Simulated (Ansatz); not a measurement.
A relaxed structure of BAs is spoiled in several ways and relaxed again each time (noise and exchanges are one random draw each; pressure is positive under compression). Calculation: PBE (plane waves to 420 eV, PAW, scalar-relativistic; Ansatz, a first-principles code).

Space group F-43m (No. 216); a = b = c = 4.809 Å, α = β = γ = 90.00°

| atom | site | symmetry | x | y | z |
|---|---|---|---|---|---|
| As | 4c | -43m | 0.2500 | 0.2500 | 0.2500 |
| B | 4a | -43m | 0.0000 | 0.0000 | 0.0000 |
(The calculation used a cell of 2 atoms; values per cell refer to that cell.)

```csv
change,first pressure (GPa),first V (Å³/atom),released (eV/atom),moves,outcome,final group,E − E(parent) (eV/atom)
with every coordinate shifted by Gaussian noise of σ = 0.2 Å,3.1,13.91,0.19,4,returns to the parent,F-43m,0.000
with every coordinate shifted by Gaussian noise of σ = 0.1 Å,1.2,13.91,0.078,4,returns to the parent,F-43m,0.000
"deformed by the Cartesian strain tensor (xx, yy, zz, yz, xz, xy) = (0.036, -0.045, 0.019, -0.045, -0.015, -0.010)",0.7,13.99,0.10,5,returns to the parent,F-43m,0.000
"doubled along one cell vector, shaken by Gaussian noise of σ = 0.08 Å a coordinate",1.2,13.91,0.084,4,returns to the parent,F-43m,0.000
```

First-step values come from each run's starting, coarser k-mesh (8×8×8, 8×4×8). Each cell has its own k-point mesh; energy differences are given only to the digits this allows. No spin polarisation in the result.
